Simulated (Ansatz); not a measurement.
YSi$_{2}$Pt$_{2}$:
Space group I4/mmm (No. 139); a = 4.1218 Å, b = 4.1218 Å, c = 9.8780 Å, α = 90.00°, β = 90.00°, γ = 90.00°

```tsv
atom	site	symmetry	x	y	z
Y	2a	4/mmm	0.0000	0.0000	0.0000
Si	4e	4mm	0.0000	0.0000	0.3829
Pt	4d	-4m2	0.0000	0.5000	0.2500
```
(The calculation used a cell of 5 atoms; values per cell refer to that cell.)

Relaxed with PBEsol.

**Question.** Tabulate the valence density and the electron localisation function along the shortest Si–Si contact (2.31 Å), PBEsol (plane waves, PAW; program Ansatz).

**Answer.** 

```tsv
distance from Si (Å)	density (e/Å³)	ELF
0.23	0.10	0.28
0.35	0.18	0.25
0.46	0.29	0.34
0.58	0.40	0.53
0.69	0.49	0.71
0.81	0.54	0.81
0.93	0.55	0.85
1.04	0.55	0.86
1.16	0.54	0.87
1.27	0.55	0.86
1.39	0.55	0.85
1.50	0.54	0.81
1.62	0.49	0.71
1.73	0.40	0.53
1.85	0.29	0.34
1.97	0.18	0.25
2.08	0.10	0.28
```

The density is the valence pseudo-density with augmentation charge, so density and ELF within about 1 Å of a nucleus are not all-electron values.

The workflow started from an entry of the Crystallography Open Database (COD). Its standing as an ambient phase is unchecked. The PBEsol relaxation kept the symmetry of its start; its stability against distortions is not shown here. No spin polarisation was allowed. Spin–orbit coupling is left out wherever it is not named.

Potentials: the later of the program's two PAW sets.
